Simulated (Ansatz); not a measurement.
A generator proposed this cell of MgZr2N.

```xyz
4
Lattice="2.2236 1.2838 3.5904 -2.2236 1.2838 3.5904 0.0000 -2.5676 3.5904" Properties=species:S:1:pos:R:3 pbc="T T T"
Mg    0.0000    0.0000    5.3856
Zr    0.0000    0.0000    8.8809
Zr    0.0000    0.0000    1.8903
N     0.0000    0.0000    0.0000
```

The calculation used DFT PBE, scalar-relativistic, plane waves, PAW in Ansatz. Cutoff 420 eV; k points 6×6×6 on the computed 4-atom cell (Γ-centred); Gaussian smearing, width 0.10 eV; no spin polarisation.

Formation energies are uncorrected and refer to the elements' standard structures at the same level (N₂ as a molecule).

**Question.** Estimate its pressure, forces and energy as it stands.

**Answer.** The pressure is 49.7 GPa (the mean over three directions, positive in compression), the largest force is 3.88 eV/Å, and the energy is +1.29 eV/atom against the elements. The shortest distance is 1.89 Å.

**Question.** Is it a good guess?

**Answer.** A poor one: relaxing gains about 1.0 eV/atom (the start's value is from the coarse mesh, so the gain is rough) in 18 ionic steps and ends at +0.24 eV/atom on the finer mesh. The symmetry stays R-3m (No. 166). The volume per atom grows by 42.7 %, from 15.4 to 21.9 Å³. The shortest distance goes from 1.89 Å (Zr–N) to 1.95 Å (Zr–N). The ratio c/a of the conventional cell changes by a factor of 0.80. Conventional cell: a = 5.389 Å, c = 10.468 Å. Mg has 8 Zr at 3.12–3.28 Å and 6 N at 3.57 Å; Zr has 1 N at 1.95 Å, 4 Mg at 3.12–3.28 Å and 3 Zr at 3.14 Å; around N lie 2 Zr at 1.95 Å, 6 Zr at 3.47 Å and 6 Mg at 3.57 Å.

The last run used a 12×12×12 mesh for its 4-atom cell and Gaussian smearing of 0.10 eV. The relaxation can't lower the symmetry of the start, and the grade says only how near the guess is to its own end. Symmetry constrained the relaxation, so the result can be a saddle point. Another cell of MgZr2N relaxed alike, in P-3m1, lies 1.09 eV/atom lower, so this cell isn't the stable form at this level.
